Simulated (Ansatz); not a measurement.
LaBi in the zincblende structure, relaxed with r2SCAN in the plane-wave code Ansatz. The symmetry is F-43m (No. 216, cubic); a = 7.388 Å in the conventional setting, 50.41 Å³ an atom. La has 4 Bi at 3.20 Å; Bi has 4 La at 3.20 Å.

The axes x, y and z are those of this cell:
```xyz
2
Lattice="0.0000 3.6940 3.6940 3.6940 0.0000 3.6940 3.6940 3.6940 0.0000" Properties=species:S:1:pos:R:3 pbc="T T T"
La    0.0000    0.0000    0.0000
Bi    1.8470    1.8470    1.8470
```

Unstrained: With HSE06 the gap is 1.738 eV and direct, at W. Meshes: HSE06 4×4×4. Strains are changes of length per length. After each strain the atoms were relaxed again with r2SCAN within the symmetry that the strain leaves, so tilts or polar shifts that break it weren't tested; points keep the names that they have in the unstrained zone. The cell comes from a prototype generator: it can be a known phase or a hypothetical one. Spin polarisation is off.

Q: For epitaxial -4.0 % in the xy plane, how far does the free direction move, and what happens to the gap?

A: The normal strain at zero normal stress is +6.62 %, 1.65 of the in-plane strain with the sign turned. HSE06: the gap goes from 1.738 to 1.431 eV (-0.307 eV); the edges move from W to X.

Q: For epitaxial -2.5 % in the xy plane, how far does the free direction move, and what happens to the gap?

A: The normal strain at zero normal stress is +4.35 %, 1.74 of the in-plane strain with the sign turned. HSE06: the gap goes from 1.738 to 1.569 eV (-0.169 eV); the edges move from W to X.

Q: Apply uniaxial -2.0 % along z, other directions held. How far does the gap move, against the unstrained cell?

A: HSE06: the gap goes from 1.738 to 1.685 eV (-0.053 eV).

Q: Estimate what uniaxial +2.0 % along [111], other directions held does to the gap.

A: HSE06: the gap goes from 1.738 to 1.743 eV (+0.005 eV); it turns from direct (W) to indirect (X → W [(-1/2, -1/4, 1/4)]); least and direct gap lie within 0.04 eV, so its kind isn't settled.

Q: Estimate what uniaxial +2.0 % along x, other directions held does to the gap.

A: HSE06: the gap goes from 1.738 to 1.729 eV (-0.009 eV); least and direct gap lie within 0.04 eV, so its kind isn't settled.

Spin-orbit coupling is left out; in compounds of Pb, Bi, Tl or Hg it can lower a gap by up to about 1 eV, split its edges or invert the bands.

The meshes of the hybrids are coarse, so their gaps aren't converged to the digits shown.
